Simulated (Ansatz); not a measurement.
IrRu:
```xyz
2
Lattice="1.3469 0.7776 4.4100 -1.3469 0.7776 4.4100 0.0000 -1.5552 4.4100" Properties=species:S:1:pos:R:3 pbc="T T T"
Ru     0.0000     0.0000     6.6150
Ir     0.0000     0.0000     0.0000
```

This is the r²SCAN-relaxed structure.

**Question.** All from r²SCAN (plane waves, PAW; program Ansatz), unless another level is named. Estimate the highest zone-centre frequency.

**Answer.** 197 cm⁻¹.

**Question.** Give the bulk modulus (Birch–Murnaghan fit).

**Answer.** 357 GPa.

Space group R-3m. The workflow started from a Materials Project entry (that database holds measured and hypothetical structures alike); the Crystallography Open Database copy checked does not list it. With Ru and Ir taken as one species the cell has the higher symmetry Fm-3m, so it may be an ordered model of a mixed-site phase. Its standing as an ambient phase is unchecked. The cell was relaxed with r²SCAN under the symmetry of its start; its stability against distortions is not shown here. No spin polarisation was allowed. As this level gives no gap, phonon frequencies hold no LO–TO term and depend on the k-mesh and smearing (Fermi–Dirac, 0.1 eV here). Scalar-relativistic: spin–orbit coupling is off unless named, which matters more the heavier the elements.

Potentials: the later of the program's two PAW sets.
